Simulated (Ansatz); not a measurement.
# Fermi surface of TiRh (Pm-3m)

```yaml
crystal:
  lattice:
    - [3.07198, 0.00000, 0.00000]
    - [0.00000, 3.07198, 0.00000]
    - [0.00000, 0.00000, 3.07198]
  atoms:
    - { symbol: Ti, position: [0.50000, 0.50000, 0.50000] }
    - { symbol: Rh, position: [0.00000, 0.00000, 0.00000] }
```

The conventional cell has a = 3.072 Å, b = 3.072 Å, c = 3.072 Å, α = 90.00°, β = 90.00°, γ = 90.00°. Around Ti (atom 1) lie 8 Rh at 2.66 Å. Rh (atom 2) has 8 Ti at 2.66 Å as nearest neighbours.

Computed, not measured; unless marked otherwise by PBEsol, all-electron LAPW in Ansatz 0.2.0, with spin-orbit coupling. k mesh 10×10×10, fine mesh 14×14×14, Fermi-Dirac smearing of 0.100 eV, basis error target 1 meV/atom. The cell was relaxed by PAW under this functional, which moved its volume by -4 % from the database entry's. This phase needn't be the one found at ambient conditions.

Levels and slopes are solved on a 14×14×14 mesh, and each state is taken as quadratic over its cell.

What is the density of states at the Fermi level, and which bare Sommerfeld coefficient follows?

N(E_F) = 1.32 states/eV/atom (both spins), so γ = (π²/3) k_B² N(E_F) = 3.11 mJ/(mol-atom K²) without electron-phonon or spin-fluctuation enhancement.

What Drude plasma energy and σ/τ do the band velocities give?

(ħω_p,α)² = (e²/ε₀VN_k) Σ_nkσ (∂E/∂k_α)² δ(E − E_F) gives ħω_p = (5.86, 5.86, 5.86) eV along x, y, z, and σ/τ = ε₀ω_p² = 7.01×10²⁰ Ω⁻¹m⁻¹s⁻¹ along x. Weighted by the density of states, the mean Fermi speed is 0.361×10⁶ m/s; the surface has an area of 26.8 Å⁻² for each spin direction.

Which bands cross the Fermi level, and what do they carry?

```json
{"band": "1", "filled part": "0.43", "N (states/eV/cell)": "0.871", "speed (10⁶ m/s)": "0.399", "5th to 95th percentile": "0.21 to 0.56", "area (Å⁻²)": "19.6", "filling": "partly filled"}
{"band": "2", "filled part": "0.43", "N (states/eV/cell)": "0.871", "speed (10⁶ m/s)": "0.399", "5th to 95th percentile": "0.21 to 0.56", "area (Å⁻²)": "19.6", "filling": "partly filled"}
{"band": "3", "filled part": "0.07", "N (states/eV/cell)": "0.445", "speed (10⁶ m/s)": "0.286", "5th to 95th percentile": "0.16 to 0.54", "area (Å⁻²)": "7.16", "filling": "nearly empty"}
{"band": "4", "filled part": "0.07", "N (states/eV/cell)": "0.445", "speed (10⁶ m/s)": "0.286", "5th to 95th percentile": "0.16 to 0.54", "area (Å⁻²)": "7.16", "filling": "nearly empty"}
```

Map the plane k₃ = 1/2 of the mesh: how many bands lie under the Fermi level at each point, counted from the least on the plane?

k₁ runs to the right and k₂ upwards, each from −½ to ½ with 0 in the middle (the axes needn't be at right angles):
```
44442200022444
44422222222244
44222222222224
42222224222222
42222224222222
00222222222220
00224422244220
00222222222220
42222224222222
42222224222222
44222222222224
44422222222244
44442200022444
44444400044444
```

Tabulate the nesting function ξ(q) = Σ δ(ε_k) δ(ε_k+q) on the lines that the mesh holds, over its zone mean.

The deltas are Gaussians of 0.1 to 0.2 eV, set by mesh and band speed, and are averaged over mesh cells, which smears them further. ξ grows towards q = 0 in any metal, and zigzags from point to point can be the mesh's; no second mesh was run.

* Fine mesh: 14, 14, 14

```
   line   part  nesting
Gamma-X  0.143     1.54
Gamma-X  0.286    1.231
Gamma-X  0.429    1.053
Gamma-X  0.571    1.115
Gamma-X  0.714    1.154
Gamma-X  0.857    1.273
Gamma-X      1    1.333
    X-M      0    1.333
    X-M  0.143     1.19
    X-M  0.286    1.018
    X-M  0.429   0.9202
    X-M  0.571   0.9192
    X-M  0.714    1.025
    X-M  0.857    1.256
    X-M      1    1.431
M-Gamma      0    1.431
M-Gamma  0.143     1.19
M-Gamma  0.286    1.009
M-Gamma  0.429   0.9899
M-Gamma  0.571    0.977
M-Gamma  0.714    1.073
M-Gamma  0.857    1.318
Gamma-R  0.143    1.184
Gamma-R  0.286    1.001
Gamma-R  0.429    1.086
Gamma-R  0.571     1.09
Gamma-R  0.714   0.9621
Gamma-R  0.857   0.9861
Gamma-R      1     1.09
    R-X      0     1.09
    R-X  0.143    0.979
    R-X  0.286   0.9587
    R-X  0.429   0.9035
    R-X  0.571   0.8869
    R-X  0.714    1.012
    R-X  0.857     1.09
    R-X      1    1.333
    R-M      0     1.09
    R-M  0.143    1.011
    R-M  0.286   0.9085
    R-M  0.429   0.8676
    R-M  0.571    0.847
    R-M  0.714    1.002
    R-M  0.857    1.182
    R-M      1    1.431
```

What does PAW give for the same cell?

N(E_F) = 1.32 states/eV/atom and ħω_p,x = 5.86 eV.

And without spin-orbit coupling?

N(E_F) = 1.36 states/eV/atom and ħω_p,x = 6.22 eV, on a 20×20×20 mesh.

Known limits: these sums move with the mesh, by several per cent and more for small sheets; the frozen-core PAW files of the compared runs were fitted under PBE, their cores solved anew for this functional.
